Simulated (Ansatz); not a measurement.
A 14-atom cell of SiGe5N8 built on β-Si3N4 (relaxed group Pm) was put through Ansatz (plane waves). The cell was relaxed beforehand with r2SCAN.

Structure:
```
CELL_PARAMETERS angstrom
7.97303 0.00000 -0.01070
0.00000 3.04981 0.00000
-3.99577 0.00000 6.90761
ATOMIC_POSITIONS crystal
Ge 0.59714 0.50000 0.83335
Si 0.82628 0.00000 0.23450
Ge 0.76486 0.00000 0.59154
Ge 0.22750 0.50000 0.40232
Ge 0.17230 0.50000 0.76585
Ge 0.40944 0.00000 0.17244
N 0.33416 0.50000 0.66662
N 0.67325 0.00000 0.33022
N 0.69452 0.50000 0.66708
N 0.67972 0.00000 0.98278
N 0.02857 0.00000 0.69998
N 0.95911 0.50000 0.29896
N 0.29775 0.00000 0.32599
N 0.33539 0.50000 0.02836
```

Main lines of the log:
```
scf.n_extra_bands = 14 over 114 filled bands (N_el = 114.0): the run solves 128 bands
Functional definition: PBE
Crystal: 14 atoms, lattice volume = 167.837 Å³
Basis set: ecut = 420 eV, 3293 PW (Γ)
Symmetry: 2 space group operations + 2 with time reversal
Magnetic group: BNS 6.19 (UNI 26)
k-points: 50 of 128 (time reversal used)
preconditioner: auto → Resta (q_TF=auto, 2.558 Å⁻¹)  ε∞=3.3  [insulator: Δε(μ)=3.492 eV  ℏωp=30.6 eV]
NSCF: frozen V_eff on 8 k-points
SCF converged after 11 iterations
Free energy (F): -25185.554384 eV
Fermi energy:    8.840680 eV
--- Forces (eV/Å), atoms counted from 1 ---
  atom   1  Ge    -0.01872      0.00000      0.06842
  atom   2  Si      0.05952      0.00000      0.04756
  atom   3  Ge    -0.06021      0.00000      0.01223
  atom   4  Ge      0.02195      0.00000    -0.03397
  atom   5  Ge    -0.04813      0.00000    -0.04407
  atom   6  Ge    -0.00513      0.00000    -0.03142
  atom   7  N       0.02415      0.00000    -0.00911
  atom   8  N       0.10391      0.00000    -0.03812
  atom   9  N     -0.06043      0.00000      0.00428
  atom  10  N       0.02811      0.00000      0.13832
  atom  11  N     -0.03468      0.00000    -0.02562
  atom  12  N     -0.08192      0.00000    -0.02584
  atom  13  N       0.04392      0.00000    -0.01947
  atom  14  N       0.02764      0.00000    -0.04320
--- Stress (GPa, compression-positive) ---
        6.112534       0.000000      -0.027098
        0.000000       6.612027       0.000000
       -0.027098       0.000000       6.101015
  P = ⅓ Tr σ = 6.2752 GPa (62.752 kbar)
--- Band table (eV; the first three rows and the last of 50) ---
  k-point 0: bands = […, 8.0203, 8.0203, 8.4043, 8.4043, 8.5580, 8.5580, 8.8407, 8.8407, 11.4190, 11.4190, 12.5032, 12.5032, 12.6358, 12.6358, …]
  k-point 1: bands = […, 7.8456, 7.8502, 8.3764, 8.3771, 8.6039, 8.6043, 8.8286, 8.8288, 11.9341, 11.9344, 12.6275, 12.6328, 12.7631, 12.7689, …]
  k-point 2: bands = […, 7.6220, 7.6220, 8.3317, 8.3317, 8.6606, 8.6606, 8.8077, 8.8077, 12.4235, 12.4235, 12.7435, 12.7435, 12.8996, 12.8996, …]
  k-point 49: bands = […, 7.6387, 7.6387, 7.6912, 7.6912, 7.8675, 7.8675, 7.9581, 7.9581, 12.9426, 12.9426, 13.2357, 13.2357, 13.8580, 13.8580, …]
```

Task: Write the input file that gave this output, leaving the band path aside.

Result:
```yaml
crystal:
  # lattice and atoms as above
kpoints:
  mp_grid: { grid: [4, 8, 4] }
hamiltonian:
  xc: pbe
scf:
  occupations: { method: fixed }
  n_extra_bands: 14
magnetization:
  noncollinear: true
  spin_orbit: true
output:
  forces: true
  stress: true
  eigenvalues: true
```
Each band holds one electron and the count is doubled, so the run is non-collinear with spin-orbit coupling. A single point prints forces and stress when the output block asks for them. This is the file that was run; thresholds and some counts can't be read off the log exactly.

Task: It ran on 1 × NVIDIA H100 80GB HBM3 with 2 threads of AMD EPYC 7R13 Processor (Zen 3), with other jobs on the host. About how long did it take, and what peak of host memory did it reach?

Result: About 28 s, with a peak of 1.3 GiB.

(Calculated; non-magnetic; the phase may be known or hypothetical.)
